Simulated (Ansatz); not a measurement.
**Ti-47 NMR of the central transition in TiO₂ under strain**

Cell: a COD entry, relaxed with PBE at fixed cell and then changed (z compressed by 3 %, ions relaxed).

```cif
data_structure
_symmetry_space_group_name_H-M 'P 1'
_symmetry_Int_Tables_number 1
_cell_length_a 5.3343
_cell_length_b 5.3343
_cell_length_c 5.3343
_cell_angle_alpha 138.449
_cell_angle_beta 138.449
_cell_angle_gamma 60.216
_cell_volume 66.08
loop_
_atom_site_label
_atom_site_type_symbol
_atom_site_fract_x
_atom_site_fract_y
_atom_site_fract_z
_atom_site_occupancy
Ti1 Ti 0.00000 0.00000 0.00000 1
Ti2 Ti 0.75000 0.25000 0.50000 1
O3 O 0.21287 0.21287 0.00000 1
O4 O 0.96287 0.46287 0.50000 1
O5 O 0.53713 0.03713 0.50000 1
O6 O 0.78713 0.78713 0.00000 1
```

Atom numbers follow the list; atoms alike are taken as one site, whose name carries the number of the first.

Computed with Ansatz: DFT, PBE, plane waves and PAW, scalar-relativistic, 420 eV cutoff, Γ-centred 11×11×11 k-points, Fermi–Dirac smearing 0.02 eV.

Ti-47 has I = 5/2 and Q = 302.0 mb (Pyykkö 2018); at 35.2 T its Larmor frequency is ν₀ = 84.6 MHz. Only the quadrupole interaction is simulated: positions count from each site's isotropic chemical shift, and J coupling is left out, as are shift anisotropy and dipolar coupling, which fast spinning averages.

Simulated pattern of one Ti site (fast magic-angle spinning, Gaussian broadening 0.1 kHz):

offset (kHz), height and a bar:
```
   -6.866          0 
   -6.595          4 #
   -6.324          7 ##
   -6.054          6 ##
   -5.783          7 ##
   -5.512          7 ##
   -5.241          7 ##
   -4.970          7 ##
   -4.699          8 ##
   -4.428          8 ##
   -4.157         88 ##########################
   -3.886         74 ######################
   -3.615         55 #################
   -3.344         49 ###############
   -3.073         46 ##############
   -2.802         45 #############
   -2.532         45 #############
   -2.261         47 ##############
   -1.990         49 ###############
   -1.719         55 #################
   -1.448         67 ####################
   -1.177        100 ##############################
   -0.906         95 #############################
   -0.635          0
```

(1) Which |C_Q| and η does the pattern imply?

## Answers

(1) The pattern spans 5.69 kHz before broadening and its centre of gravity is at -2.65 kHz, which fixes P_Q; the places of the horns and steps fix η. That gives P_Q = 6.12 MHz, |C_Q| = 6.12 MHz and η = 0.00. The sign of C_Q can't be read from the pattern.

An axis of threefold or higher order runs through Ti, so V_zz lies along it and η is zero.

At this changed cell the PBE pressure is 10 GPa.

The relaxation (4 steps) took 50 s of wall time (50 s of CPU time) and 0.52 GiB at its peak, on 1 thread of Arm Neoverse V1 (aarch64; 8 cores open to the job, memory cap 3.0 GiB, no GPU), a shared host with a load of 0.6 a core.
